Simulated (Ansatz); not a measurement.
Kick test of a cell of LiIn4

The cell was found from a structure generator's guess, not taken from experiment.

Computed with DFT PBE, scalar-relativistic, plane waves, PAW (Ansatz). Plane waves to 420 eV, a k mesh through Γ of 12×12×4 on the computed 5-atom cell and Gaussian smearing (0.10 eV); no spin polarisation.

The cell below (5 atoms, space group P-3m1 (No. 164)) is relaxed within its symmetry.

```
CELL_PARAMETERS angstrom
3.38527 0.00000 0.00000
-1.69264 2.93173 0.00000
0.00000 0.00000 12.74156
ATOMIC_POSITIONS crystal
Li 0.00000 0.00000 0.50000
In 0.33333 0.66667 0.89304
In 0.66667 0.33333 0.10696
In 0.33333 0.66667 0.31880
In 0.66667 0.33333 0.68120
```

For the test a repeat of it with 10 atoms (edges 3.39, 3.39, 25.48 Å) was strained at random (σ = 1.5 % a component), the atoms were moved at random (σ = 0.10 Å), and all was relaxed again on a coarse 6×6×1 mesh (in the run’s order of axes) with 0.20 eV smearing, with no symmetry imposed.

Question: Does it come back?

Answer: It doesn't return. The energy falls by 23 meV/atom on that mesh, the volume changes by -1.0 %, and the end has space group C2/m (No. 12) at a loose tolerance. Relaxed again on a 12×12×4 mesh with 0.10 eV smearing, the new structure lies 12 meV/atom below the first (mesh in the axes of the run's cell; the cell below is made exact in the group named). Space group R-3m (No. 166), trigonal, a = 3.406 Å, c = 37.463 Å. Li has 6 In at 3.00 Å and 6 Li at 3.41 Å; around In on its first site lie 12 In at 3.30–3.41 Å; In on its second site has 3 Li at 3.00 Å and 9 In at 3.30–3.41 Å.

```
CELL_PARAMETERS angstrom
1.70318 0.98333 12.48762
-1.70318 0.98333 12.48762
0.00000 -1.96666 12.48762
ATOMIC_POSITIONS crystal
Li 0.00000 0.00000 0.00000
In 0.79783 0.79783 0.79783
In 0.20217 0.20217 0.20217
In 0.60609 0.60609 0.60609
In 0.39391 0.39391 0.39391
```
